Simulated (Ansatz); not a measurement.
SnSb (CsCl type, Pm-3m), PBEsol (plane waves, PAW; program Ansatz), all energies at zero smearing, with the estimated change up to a 700 eV cutoff added, with one set of potentials and settings (totals compare only within such a set). Cell of 2 atoms (1 Sn, 1 Sb): -12357.698 eV.

```csv
element,reference phase,E (eV/atom)
Sn,"I4_1/amd, 2 atoms in the cell",-5949.7830
Sb,"R-3m, 2 atoms in the cell",-6408.0873
```

Formation energy per atom, worked out: (-12357.698 − 1×(-5949.7830) − 1×(-6408.0873))/2 = 0.086 eV/atom (8 kJ per mol of atoms), at 0 K, without zero-point energy or fitted corrections.

The first step of the workflow began from a Materials Project structure, measured or hypothetical; the Crystallography Open Database copy checked does not list it. COD files the formula under space group No. 166, 225, so this cell is another polymorph or a model. Whether it is the stable phase at ambient conditions was not checked. Symmetry was held in the PBEsol relaxation; of distortions, only those at the zone centre were tested. The references are the lowest solids computed at this level, not always the standard phases. Spin–orbit coupling is left out wherever it is not named.

Potentials: the later of the program's two PAW sets.
